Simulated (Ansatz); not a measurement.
Relaxed TiO2 (anatase):

```
CELL_PARAMETERS angstrom
     -1.89940     1.89940     4.85040
      1.89940    -1.89940     4.85040
      1.89940     1.89940    -4.85040
ATOMIC_POSITIONS crystal
  Ti 0.50000 0.50000 0.00000
  Ti 0.25000 0.75000 0.50000
  O  0.29355 0.29355 0.00000
  O  0.04355 0.54355 0.50000
  O  0.45645 0.95645 0.50000
  O  0.70645 0.70645 0.00000
```

A phonon eigenvector at Γ is frozen into this cell: atom i moves by Q times the vector below, so Q is the largest atomic displacement, in Å. The cell is held. It is one choice among 2 degenerate patterns.

| atom | x | y | z |
|---|---|---|---|
| Ti1 | 0.000 | -0.054 | 0.000 |
| Ti2 | 0.000 | -0.054 | 0.000 |
| O3 | 0.000 | -0.837 | 0.000 |
| O4 | 0.000 | 1.000 | 0.000 |
| O5 | 0.000 | -0.837 | 0.000 |
| O6 | 0.000 | 1.000 | 0.000 |

These are PBE (plane waves to 420 eV, PAW, scalar-relativistic; Ansatz, a first-principles code) values and carry that method's errors. k mesh 12×12×12 (Γ-centred), Fermi-Dirac smearing 0.05 eV. Energies are smeared free energies. Left out: 2 of 13 points, with atoms too close for the PAW data. TiO2 is run without spin polarisation. TiO2 was relaxed with its symmetry unable to fall. The zero of ΔE is the undisplaced structure.

```tsv
Q (Å)	ΔE (meV/cell)
-0.2333	1007
-0.1867	withheld
-0.1400	327
-0.0933	141
-0.0467	34
0.0000	0
0.0467	34
0.0933	141
0.1400	327
0.1867	withheld
0.2333	1007
```

Task: Fit an even polynomial form (powers 2, 4) to the given rows and predict ΔE at Q = 0.1867.

Result: Least squares on the 9 given rows: ΔE = (15680)·Q² + (51800)·Q⁴, in meV/cell with Q in Å; root-mean-square residual 0.4 meV/cell. At 0.1867 the fit gives 609 meV/cell; the calculation gives 609 meV/cell, the same to the digits shown. The quadratic term alone would give 547 meV/cell.

(A displaced cell: forces are minus the slopes of the energy, force constants its curvatures, and phonons follow from these.)
